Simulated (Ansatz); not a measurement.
**C (diamond), map of one atom of the cell**

Relaxed C (diamond):

```
CELL_PARAMETERS angstrom
      0.00000     3.56028     3.56028
      1.78014     0.00000     1.78014
      1.78014     1.78014     0.00000
ATOMIC_POSITIONS crystal
  C  0.25000 0.50000 0.50000
  C  0.75000 0.50000 0.50000
  C  0.37500 0.75000 0.75000
  C  0.87500 0.75000 0.75000
```

Two-dimensional scan of atom 3 (C, nearest neighbour C at 1.542 Å; its periodic images, 2.5 Å or more away, move with it): u runs along (0.707, 0.707, 0.000), v along (0.000, 0.000, 1.000) (Cartesian). Cell and other atoms are fixed.

These are r2SCAN (plane waves to 500 eV, PAW, scalar-relativistic; Ansatz, a quantum-chemistry and plane-wave program) values and carry that method's errors. k mesh 13×13×13 (Γ-centred), Fermi-Dirac smearing 0.05 eV. Energies are smeared free energies. Points where atoms come too close for the PAW data are left out (x in tables, blank in figures). As the smearing reaches across the gap at some points, energies and forces of such displacements shift with the k mesh and the smearing. Fu and Fv are the components of the force on the atom. C was relaxed with its symmetry unable to fall. The zero of ΔE is the undisplaced structure. Axes are in Å.

ΔE (meV/cell), with u across and v down:

| v \ u | -0.390 | -0.260 | -0.130 | 0.000 | 0.130 | 0.260 | 0.390 |
|---|---|---|---|---|---|---|---|
| -0.390 | x | x | 3715 | 2944 | 3715 | x | x |
| -0.260 | x | 3914 | 2012 | 1395 | 2012 | 3914 | x |
| -0.130 | 4480 | 2219 | 823 | 360 | 823 | 2219 | 4480 |
| 0.000 | 2804 | 1307 | 331 | 0 | 331 | 1307 | 2804 |
| 0.130 | 2142 | 1208 | 575 | 356 | 575 | 1208 | 2142 |
| 0.260 | 2330 | 1822 | 1486 | 1368 | 1486 | 1822 | 2330 |
| 0.390 | 3120 | 2940 | 2883 | 2871 | 2883 | 2940 | 3120 |

Fu (eV/Å), with u across and v down:

```tsv
v \ u	-0.390	-0.260	-0.130	0.000	0.130	0.260	0.390
-0.390	x	x	11.98	0.00	-11.98	x	x
-0.260	x	19.79	9.57	0.00	-9.57	-19.79	x
-0.130	20.22	14.32	7.14	0.00	-7.14	-14.32	-20.22
0.000	12.83	9.83	5.08	0.00	-5.08	-9.83	-12.83
0.130	7.87	6.25	3.34	0.00	-3.34	-6.25	-7.87
0.260	4.52	3.29	1.79	0.00	-1.79	-3.29	-4.52
0.390	2.12	0.76	0.23	0.00	-0.23	-0.76	-2.12
```

What the scan shows:

Principal force constants in the plane (five-point differences of the forces): 39.5 and 42.9 eV/Å². Centre of the map: a minimum. Lowest place on the grid: u = 0.000 Å, v = 0.000 Å (0 meV/cell).

(For displaced atoms, the force is minus the slope of the energy, and its curvature is a force constant, which sets phonon frequencies.)
